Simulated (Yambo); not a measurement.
Cs₂LiYCl₆ (space group Fm-3m, No. 225); a = 7.515 Å, b = 7.515 Å, c = 7.515 Å, α = 60.00°, β = 60.00°, γ = 60.00°. With the G0W0 scissor the direct gap on the mesh is 7.98 eV.

Q: Does this run resolve the lowest exciton, and if so, what are its energy and binding? (Yambo, PBEsol bands; 4×4×4 mesh, 18 valence and 11 conduction bands, static screening with 146 bands and a 3 Ry block, scissor 3.15 eV, Tamm-Dancoff.)

A: The mesh holds a bound state, but the numbers are provisional. These are vertical excitations (zero momentum). The lowest state lies at 6.46 eV (dark for light along x), the direct quasiparticle gap on this mesh at 7.98 eV. Its binding energy, counted from that gap, is 1.51 eV; it spreads over about 58 k points of the mesh. Convergence with the mesh was not shown. The first optically allowed state is at 6.74 eV. The scissor comes from a G0W0 run whose convergence isn't established. 

Geometry of the Materials Project entry, not relaxed at this level.
